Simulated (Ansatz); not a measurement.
Clean, relaxed (100) surface of Ta, space group Fm-3m (No. 225) (top face towards +c; atoms held fixed, by place in the list: 1, 2):

```xyz
4
Lattice="2.9526 0.0000 0.0000 0.0000 2.9526 0.0000 0.0000 0.0000 23.2634" Properties=species:S:1:pos:R:3 pbc="T T T"
Ta    1.4763    1.4763    8.5000
Ta    0.0000    0.0000   10.5878
Ta    1.4763    1.4763   12.7975
Ta    0.0000    0.0000   14.8009
```

Method: DFT PBEsol, scalar-relativistic, plane waves, PAW in Ansatz 0.2.0. Plane waves to 420 eV, a k mesh through Γ of 10×10×1 on the computed 4-atom cell and Gaussian smearing (0.10 eV); no spin polarisation. The cell repeats along c with a dipole correction in the vacuum.

The adsorption energy is E(slab + adsorbate) − E(slab) − E(free adsorbate, spin-polarised where open-shell). With the adsorbate the cell is lengthened along c to keep the vacuum.

Q: H (atom) is put at the bridge (Ta-Ta) at (0.00, 0.50) site, one adsorbate per 8.7 Å². What structure does it relax to?

A: E_ads = -3.11 eV. Contacts: H–Ta 1.92 Å.

```
Ta H
1.0
     2.95259    0.00000    0.00000
     0.00000    2.95259    0.00000
     0.00000    0.00000   25.26339
Ta H
4 1
Direct
  0.50000 0.50000 0.33646
  0.00000 0.00000 0.41910
  0.50000 0.50000 0.50665
  0.00000 0.00000 0.58787
  0.00000 0.50000 0.63645
```

Each end is the local minimum or symmetric point that its start leads to. This isn't the usual crystal structure of Ta. The slab is only 6.3 Å thick, so the energies aren't converged with thickness.

The adsorbed runs have no spin polarisation, so weakly bound open-shell ends lie too high.